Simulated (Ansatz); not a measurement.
Ta started on a Ba site in cubic perovskite BaZrO3, 10 atoms, charge +2

A calculation with Ansatz 0.2.0 (PAW, plane waves); the settings stand in the input.

The input as it was run:

```yaml
crystal:
  lattice:
    - [8.361961, 0.000000, 0.000000]
    - [0.000000, 4.180980, 0.000000]
    - [0.000000, 0.000000, 4.180980]
  atoms:
    - { symbol: Ba, position: [0.000083, 0.997229, 0.011842] }
    - { symbol: Ta, position: [0.499003, 0.002071, 0.001582], spin: 1 }
    - { symbol: Zr, position: [0.247811, 0.503850, 0.496857] }
    - { symbol: Zr, position: [0.747992, 0.505987, 0.504959] }
    - { symbol: O, position: [0.245607, 0.501240, 0.003005] }
    - { symbol: O, position: [0.749516, 0.501884, 0.998007] }
    - { symbol: O, position: [0.998526, 0.495116, 0.496415] }
    - { symbol: O, position: [0.499662, 0.499013, 0.496125] }
    - { symbol: O, position: [0.247216, 0.998913, 0.495641] }
    - { symbol: O, position: [0.753235, 0.991230, 0.503119] }
kpoints:
  mp_grid: { grid: [2, 2, 2], shift: [0.5, 0.5, 0.5] }
hamiltonian:
  xc: pbesol
  dispersion: rvv10
total_charge: 2
magnetization:
  spin_polarized: true
scf:
  occupations: { method: fermi_dirac, width: 0.01 }
  max_iter: 100
output:
  forces: true
  eigenvalues: true
  stress: true
  write_density: true
  write_potential: true
  elf: true
  volumetric_format: npy
```

Launch command:

```sh
ansatz run in.yaml --threads 8 --pin off --max-ram 13300MiB --runs-dir r --events-out ev --progress --plain
```

The output:

```
Error: inconsistent input (hamiltonian.dispersion, hamiltonian.xc): `dispersion: rvv10` has no transferable b for PBE exchange — Sabatini et al. (2013) fitted b=6.3 to rPW86, and the PBE refits of Peng & Perdew (2017) are task-dependent (b=6.6 S22 / b=10.0 layered). Use `xc: {exchange: rpw86, correlation: pbe}` for the original rVV10 or `xc: r2scan` for the r²SCAN+rVV10 pairing
```

The program refused the input.
